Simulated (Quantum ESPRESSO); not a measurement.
pw.x input (Quantum ESPRESSO 7.5; LDA, PseudoDojo standard norm-conserving files, scalar-relativistic):

```
&CONTROL
  calculation = 'scf'
  pseudo_dir = './pseudo'
  outdir = './out'
  tprnfor = .true.
  tstress = .true.
/
&SYSTEM
  ibrav = 0
  nat = 3
  ntyp = 2
  ecutwfc = 84.0
  ecutrho = 336.0
  occupations = 'smearing'
  smearing = 'fd'
  degauss = 0.005
  nbnd = 18
/
&ELECTRONS
  conv_thr = 3e-10
/
ATOMIC_SPECIES
H 1.0080 H.upf
V 50.9415 V.upf
CELL_PARAMETERS angstrom
  2.213450000000  -1.469550000000   0.000000000000
  2.213450000000   1.469550000000   0.000000000000
 -0.564513000000   0.000000000000   4.392846000000
ATOMIC_POSITIONS crystal
H   0.000000000000   0.000000000000   0.000000000000
V   0.269610000000   0.269610000000   0.732270000000
V   0.730390000000   0.730390000000   0.267730000000
K_POINTS automatic
18 18 10 0 0 0
```

End of the output:

```
     total energy              =    -296.23718257 Ry
     estimated scf accuracy    <       0.00000035 Ry
     total energy              =    -296.23718260 Ry
     estimated scf accuracy    <       0.00000002 Ry
     total energy              =    -296.23718261 Ry
     estimated scf accuracy    <          3.5E-10 Ry
[...]
     the Fermi energy is    16.0739 ev
!    total energy              =    -296.23718261 Ry
     estimated scf accuracy    <          1.5E-10 Ry
     smearing contrib. (-TS)   =      -0.00244654 Ry
     internal energy E=F+TS    =    -296.23473607 Ry
     The total energy is F=E-TS. E is the sum of the following terms:
     one-electron contribution =     -91.78327680 Ry
     hartree contribution      =      58.61654981 Ry
     xc contribution           =     -46.10941273 Ry
     ewald contribution        =    -216.95859635 Ry
     convergence has been achieved in  11 iterations
     Forces acting on atoms (cartesian axes, Ry/au):
     atom    1 type  1   force =     0.00000000    0.00000000    0.00000000
     atom    2 type  2   force =     0.00119115    0.00000000   -0.00469754
     atom    3 type  2   force =    -0.00119115    0.00000000    0.00469754
     Total force =     0.006854     Total SCF correction =     0.000006
     Computing stress (Cartesian axis) and pressure
          total   stress  (Ry/bohr**3)                   (kbar)     P=     -100.83
  -0.00071483   0.00000000   0.00003295         -105.15        0.00        4.85
  -0.00000000  -0.00066427   0.00000000           -0.00      -97.72        0.00
   0.00003295   0.00000000  -0.00067712            4.85        0.00      -99.61
```

Geometry of the Materials Project entry, not relaxed at this level.

The runs are not spin-polarised; magnetic order was not tried.
